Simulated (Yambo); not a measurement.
G0W0@LDA for In2O3 (corundum, space group R-3c, No. 167) in Yambo. Reference settings: 2×2×2 Γ-centred k mesh, 206 bands and a 7 Ry block in the screening, 206 bands in G with the Bruneval-Gonze terminator, plasmon pole fitted at 27.2 eV. The LDA gap F → Γ on this mesh is 1.12 eV; G0W0 gaps are taken between the same points.

With and without the terminator, as bands are cut:

```json
[
 {"bands in G (in W)": "92 (206)", "gap, terminator (eV)": "1.780", "gap, none (eV)": "1.588", "valence shift, terminator (eV)": "-0.166", "valence shift, none (eV)": "0.465"},
 {"bands in G (in W)": "141 (206)", "gap, terminator (eV)": "1.760", "gap, none (eV)": "1.605", "valence shift, terminator (eV)": "-0.189", "valence shift, none (eV)": "0.222"},
 {"bands in G (in W)": "206 (206)", "gap, terminator (eV)": "1.752", "gap, none (eV)": "1.643", "valence shift, terminator (eV)": "-0.193", "valence shift, none (eV)": "0.055"}
]
```

Over this range the gap spans 0.028 eV with the terminator and 0.055 eV without, the valence shift 0.027 eV and 0.410 eV. Neither column has reached its limit for certain. In the run with 206 bands and a 7 Ry block, which covers more k points, the smallest G0W0 gap is 1.61 eV, Γ → Γ.

The standard potential for In keeps a d shell in the valence without the s and p states of that shell. In tests on such compounds this moved G0W0 gaps by up to about 0.9 eV, so absolute quasiparticle energies here are unreliable; differences between settings are what counts.

Spin-orbit coupling is not included.

Geometry of the Materials Project entry, not relaxed at this level; primitive cell a = b = c = 5.8136 Å, α = β = γ = 56.64°.

A shift is the quasiparticle energy of the state minus its LDA energy.
